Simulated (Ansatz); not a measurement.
Starting cell, SiC (wurtzite):

```
SiC
1.0
    3.07590     0.00000     0.00000
   -1.53795     2.66381     0.00000
    0.00000     0.00000     5.04769
Si C
2 2
Direct
  0.66667   0.33333   0.00051
  0.33333   0.66667   0.50051
  0.66667   0.33333   0.62469
  0.33333   0.66667   0.12469
```

Two-dimensional scan of atom 1 (Si, nearest neighbour C at 1.883 Å; its periodic images, 3.1 Å or more away, move with it): u runs along (1.000, 0.000, 0.000), v along (0.000, 1.000, 0.000) (Cartesian). Cell and other atoms are fixed.

Calculation: PBEsol (plane waves to 420 eV, PAW, scalar-relativistic; Ansatz, a quantum-chemistry and plane-wave program). k mesh 10×10×5 (Γ-centred), Fermi-Dirac smearing 0.05 eV. E stands for the smeared free energy. SiC was relaxed with its symmetry unable to fall.

Changes of ΔE (eV/cell) from the point u = 0.000 Å, v = 0.000 Å when one coordinate moves alone (two changes are said to add if the coupling is within 5 % of the smaller one, nearly so within 20 %):

| point | change |
|---|---|
| u = 0.000 Å, v = -0.280 Å | 1.0194 |
| u = 0.000 Å, v = -0.140 Å | 0.2224 |
| u = -0.280 Å, v = 0.000 Å | 0.8049 |
| u = -0.140 Å, v = 0.000 Å | 0.1968 |
| u = 0.140 Å, v = 0.000 Å | 0.1968 |
| u = 0.280 Å, v = 0.000 Å | 0.8049 |
| u = 0.000 Å, v = 0.140 Å | 0.1714 |
| u = 0.000 Å, v = 0.280 Å | 0.5963 |

What is the change at u = 0.280 Å, v = 0.140 Å, where both move, and how far is it from the sum?

The sum of the single changes is 0.8049 + (0.1714) = 0.9763; the calculation gives 1.3134, so the coupling contributes 0.3371 (over 20 % of the smaller single change, not additive).

Do the two effects add at u = -0.280 Å, v = -0.280 Å? Give the computed change.

The sum of the single changes is 0.8049 + (1.0194) = 1.8243; the calculation gives 1.2240, so the coupling contributes -0.6003 (over 20 % of the smaller single change, not additive).

Do the two effects add at u = 0.140 Å, v = -0.280 Å? Give the computed change.

The sum of the single changes is 0.1968 + (1.0194) = 1.2162; the calculation gives 1.0671, so the coupling contributes -0.1491 (over 20 % of the smaller single change, not additive).

(For displaced atoms, the force is minus the slope of the energy, and its curvature is a force constant, which sets phonon frequencies.)
